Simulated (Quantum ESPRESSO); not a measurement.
pw.x input (Quantum ESPRESSO 7.5; PBEsol, PseudoDojo standard norm-conserving files, scalar-relativistic):

```
&CONTROL
  calculation = 'scf'
  pseudo_dir = './pseudo'
  outdir = './out'
  tprnfor = .true.
  tstress = .true.
/
&SYSTEM
  ibrav = 0
  nat = 8
  ntyp = 3
  ecutwfc = 84.0
  ecutrho = 336.0
  occupations = 'smearing'
  smearing = 'fd'
  degauss = 0.002
  nbnd = 33
/
&ELECTRONS
  conv_thr = 8e-10
/
ATOMIC_SPECIES
Li 6.9400 Li.upf
O 15.9990 O.upf
Nb 92.9064 Nb.upf
CELL_PARAMETERS angstrom
  2.921780128000   0.000000000000   0.000000000000
 -1.460890064000   2.530335815000   0.000000000000
  0.000000000000   0.000000000000  10.451030000000
ATOMIC_POSITIONS crystal
Li   0.000000000000   0.000000000000   0.000000000000
Li   0.000000000000   0.000000000000   0.500000000000
O   0.333333333000   0.666666667000   0.121830000000
O   0.666666667000   0.333333333000   0.878170000000
O   0.666666667000   0.333333333000   0.621830000000
O   0.333333333000   0.666666667000   0.378170000000
Nb   0.333333333000   0.666666667000   0.750000000000
Nb   0.666666667000   0.333333333000   0.250000000000
K_POINTS automatic
12 12 4 0 0 0
```

End of the output:

```

[...]
     the Fermi energy is    13.9777 ev
!    total energy              =    -410.31206047 Ry
     estimated scf accuracy    <          2.5E-10 Ry
     smearing contrib. (-TS)   =      -0.00000000 Ry
     internal energy E=F+TS    =    -410.31206047 Ry
     The total energy is F=E-TS. E is the sum of the following terms:
     one-electron contribution =     -98.01589619 Ry
     hartree contribution      =      79.36560487 Ry
     xc contribution           =     -91.77903693 Ry
     ewald contribution        =    -299.88273222 Ry
     convergence has been achieved in  12 iterations
     Forces acting on atoms (cartesian axes, Ry/au):
     atom    1 type  1   force =     0.00000000   -0.00000000    0.00000000
     atom    2 type  1   force =     0.00000000    0.00000000    0.00000000
     atom    3 type  2   force =    -0.00000000   -0.00000000    0.02546009
     atom    4 type  2   force =     0.00000000    0.00000000   -0.02546009
     atom    5 type  2   force =     0.00000000    0.00000000    0.02546009
     atom    6 type  2   force =    -0.00000000   -0.00000000   -0.02546009
     atom    7 type  3   force =     0.00000000    0.00000000    0.00000000
     atom    8 type  3   force =     0.00000000    0.00000000    0.00000000
     Total force =     0.050920     Total SCF correction =     0.000032
     Computing stress (Cartesian axis) and pressure
          total   stress  (Ry/bohr**3)                   (kbar)     P=      -76.74
  -0.00052767   0.00000000   0.00000000          -77.62        0.00        0.00
   0.00000000  -0.00052767   0.00000000            0.00      -77.62        0.00
   0.00000000   0.00000000  -0.00050967            0.00        0.00      -74.98
```
In a gapped system the printed Fermi energy is only some level inside the gap.

Spin-orbit coupling is not included.

Geometry of the Materials Project entry, not relaxed at this level.
